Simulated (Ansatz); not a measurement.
Starting cell, SnO$_{2}$ (rutile):

```
SnO2
1.0
    4.82756     0.00000     0.00000
    0.00000     4.82756     0.00000
    0.00000     0.00000     3.23791
Sn O
2 4
Direct
  0.00000   0.00000   0.00000
  0.50000   0.50000   0.50000
  0.30660   0.30660   0.00000
  0.80660   0.19340   0.50000
  0.19340   0.80660   0.50000
  0.69340   0.69340   0.00000
```

In this cell atom 5 (O, nearest neighbour Sn at 2.089 Å; its periodic images, 3.2 Å or more away, move with it) is moved by s along Cartesian [110], unit vector (0.707, 0.707, 0.000); all other atoms and the cell stay fixed.

Computed with PBE (plane waves to 420 eV, PAW, scalar-relativistic; Ansatz, a quantum-chemistry and plane-wave program). k mesh 6×6×8 (Γ-centred), Fermi-Dirac smearing 0.05 eV. Energies are smeared free energies. SnO2 was relaxed with its symmetry unable to fall. The PAW data are Ansatz's earlier set. ΔE is measured from the undisplaced structure.

```
s (Å)   ΔE (meV/cell)
------  -------------
-0.630            818
-0.504            500
-0.378            269
-0.252       withheld
-0.126             28
0.000               0
0.126              28
0.252        withheld
0.378             269
0.504             500
0.630             818
```

Q: Fit an even polynomial form (powers 2, 4) to the given rows and predict ΔE at s = -0.252.

A: Least squares on the 9 given rows: ΔE = (1792)·s² + (680.4)·s⁴, in meV/cell with s in Å; root-mean-square residual 0.7 meV/cell. At -0.252 the fit gives 117 meV/cell; the calculation gives 116 meV/cell, so the interpolation is off by 1 (+0.9 %). The quadratic term alone would give 114 meV/cell.

(A displaced cell: forces are minus the slopes of the energy, force constants its curvatures, and phonons follow from these.)
